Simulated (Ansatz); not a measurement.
YAl3 (Cu3Au type, Pm-3m), r²SCAN in the plane-wave PAW code Ansatz, all energies at zero smearing, with the estimated change up to a 700 eV cutoff added, with one set of potentials and settings (totals compare only within such a set). Cell of 4 atoms (1 Y, 3 Al): -5482.739 eV.

```json
[
 {"element": "Y", "reference phase": "P6_3/mmc, 2 atoms in the cell", "E (eV/atom)": "-3859.7073"},
 {"element": "Al", "reference phase": "Fm-3m, 1 atoms in the cell", "E (eV/atom)": "-540.4083"}
]
```

Formation energy per atom, worked out: (-5482.739 − 1×(-3859.7073) − 3×(-540.4083))/4 = -0.452 eV/atom (-44 kJ per mol of atoms), at 0 K, without zero-point energy or fitted corrections.

The workflow started from a Materials Project entry (that database holds measured and hypothetical structures alike); the Crystallography Open Database copy checked does not list it. Its standing as an ambient phase is unchecked. The cell was relaxed with r²SCAN under the symmetry of its start; its stability against distortions is not shown here. The run is not spin-polarised. The references are the lowest solids computed at this level, not always the standard phases.

Potentials: the later of the program's two PAW sets.
